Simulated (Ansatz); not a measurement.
Input:

TiAu$_{4}$:
```cif
data_Au4Ti
_chemical_formula_sum 'Ti1 Au4'
_space_group_name_H-M_alt 'P 1'
_space_group_IT_number 1
_cell_length_a 4.98043
_cell_length_b 4.98043
_cell_length_c 4.98043
_cell_angle_alpha 99.062
_cell_angle_beta 99.062
_cell_angle_gamma 133.235
loop_
_space_group_symop_operation_xyz
  'x, y, z'
loop_
_atom_site_label
_atom_site_type_symbol
_atom_site_fract_x
_atom_site_fract_y
_atom_site_fract_z
_atom_site_occupancy
Ti1 Ti 0.00000 0.00000 0.00000 1
Au1 Au 0.20593 0.60534 0.81127 1
Au2 Au 0.79407 0.39466 0.18873 1
Au3 Au 0.39466 0.20593 0.60059 1
Au4 Au 0.60534 0.79407 0.39941 1
```

This is the PBEsol-relaxed structure.

Task: All from plane-wave PAW PBEsol (Ansatz code), unless another level is named. Predict the density of states at the Fermi level.

Result: 0.39 states/eV per atom (mean over ±0.08 eV).

Task: Predict the formation energy from the elements (no fitted shifts).

Result: -0.33 eV/atom.

Space group I4/m. The workflow started from a Materials Project entry (that database holds measured and hypothetical structures alike); the Crystallography Open Database copy checked does not list it. With Ti and Au taken as one species the cell has the higher symmetry Fm-3m, so it may be an ordered model of a mixed-site phase. Whether it is the stable phase at ambient conditions was not checked. The PBEsol relaxation kept the symmetry of its start; its stability against distortions is not shown here. The run is not spin-polarised. The references are the lowest solids computed at this level, not always the standard phases. Spin–orbit coupling is left out wherever it is not named.

Potentials: the later of the program's two PAW sets.
